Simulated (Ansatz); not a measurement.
An Ansatz (a quantum-chemistry and plane-wave program) input:

Ansatz 0.2 input:
```yaml
crystal:
  lattice:
    - [0.0, 2.8580303005, -2.8738486077]
    - [0.0, 2.8580303005, 2.8738486077]
    - [3.9636521551, 0.0, 0.0]
  atoms:
    - { symbol: Ba, position: [0.9949981617, 0.0050018383, 0.0] }
    - { symbol: Ti, position: [0.4794841784, 0.5205158216, 0.5] }
    - { symbol: O, position: [0.509332583, 0.9767467417, 0.5] }
    - { symbol: O, position: [0.0232532583, 0.490667417, 0.5] }
    - { symbol: O, position: [0.5130418187, 0.4869581813, 0.0] }
kpoints:
  mp_grid: { grid: [6, 6, 6] }
  band_path:
    path:
      - [[0.0, 0.0, 0.0], [-0.5, 0.5, 0.0], [-0.497255462, 0.502744538, 0.0]]  # Γ-Y-C_0
      - [[0.497255462, 0.497255462, 0.0], [0.0, 0.0, 0.0], [0.0, 0.0, 0.5], [0.497255462, 0.497255462, 0.5]]  # Σ_0-Γ-Z-A_0
      - [[-0.497255462, 0.502744538, 0.5], [-0.5, 0.5, 0.5], [-0.5, 0.5, 0.0]]  # E_0-T-Y
      - [[0.0, 0.0, 0.0], [0.0, 0.5, 0.0], [0.0, 0.5, 0.5], [0.0, 0.0, 0.5], [-0.5, 0.5, 0.5]]  # Γ-S-R-Z-T
      - [VBM, CBM]
    npoints: 6
hamiltonian:
  xc: r2scan
  pseudopotentials: { kind: paw }
magnetization: { noncollinear: true, spin_orbit: true }
scf:
  n_extra_bands: 12
  convergence: { dr2_threshold: 0.0000000001 }
  occupations: { method: gaussian, width: 0.01 }
checkpoint: { write: soc.run }
output: { eigenvalues: true }
```

Problem. How many symmetry operations and irreducible k-points will the run report?

Solution. 4 operations, 52 of 216 k-points.

Problem. With a cutoff of 500 eV, how many plane waves at Γ?

Solution. 1679.

It took about 3 core-minutes (a rough figure) on shared server cores.

Space group Amm2. This is a known low-temperature phase of the composition, computed here at zero pressure and temperature. The cell was relaxed with r²SCAN under the symmetry of its start; its stability against distortions is not shown here. The run is not spin-polarised.

Potentials: the later of the program's two PAW sets.

Ansatz is a plane-wave DFT program.
